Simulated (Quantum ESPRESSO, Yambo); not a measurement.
Zn₂P₂O₇ (space group C2/m, No. 12). The geometry is that of Materials Project entry mp-551741, symmetrised and not relaxed again. Chain: norm-conserving PBEsol (Quantum ESPRESSO, 84 Ry, without SOC); G0W0 in Yambo (2×2×4 Γ-centred k mesh, bands 9 to 201 and a 7 Ry block in the screening, 201 bands in G with the Bruneval-Gonze terminator, plasmon pole fitted at 27.2 eV); BSE (4×4×4 mesh, 23 valence and 6 conduction bands, static screening with 91 bands and a 3 Ry block, scissor 2.37 eV, Tamm-Dancoff).

- PBEsol gap (dense path) = 3.63 eV
- PBEsol gap (0, 0, -0.5) → Γ on the GW mesh = 3.63 eV
- PBEsol smallest direct gap on the GW mesh, at Γ = 4.11 eV
- G0W0 direct gap at that point = 6.48 eV
- G0W0 correction to the gap (0, 0, -0.5) → Γ = 2.30 eV
- lowest exciton = no binding energy given (see below)
- RPA electronic dielectric constant along x = 3.21 (4×4×4 mesh, PBEsol bands)

Rough cost of the Yambo steps against G0W0 for 12 states: BSE within a factor of two, one RPA spectrum about 1/5.

Nearest settings tried, and what they do to the gap: 92 bands in W, 92 bands in G: +379 meV; 6 Ry block (201 vectors against 263): -44 meV. Not varied: mesh. So the settings aren't converged at that level. Oxides, nitrides and fluorides with a shallow 3d shell are known to need far more bands and larger blocks. The BSE states are vertical excitations (zero momentum); the indirect quasiparticle gap, about 5.92 eV, is smaller than the direct one (6.48 eV on the GW mesh). Convergence of the RPA response with its 4×4×4 mesh was not tested. The lowest state covers only about 2 of the 64 k points, so the mesh doesn't resolve it: its energy and its distance from the direct gap are mesh artefacts. An extended exciton needs a far denser mesh. Axes are Cartesian, with cell vectors (Å) (3.33, -4.19, 0.00), (3.33, 4.19, 0.00), (-1.16, 0.00, 4.41).

The structure is a Materials Project entry; no match was found in the copy of COD used, and its stability was not checked.
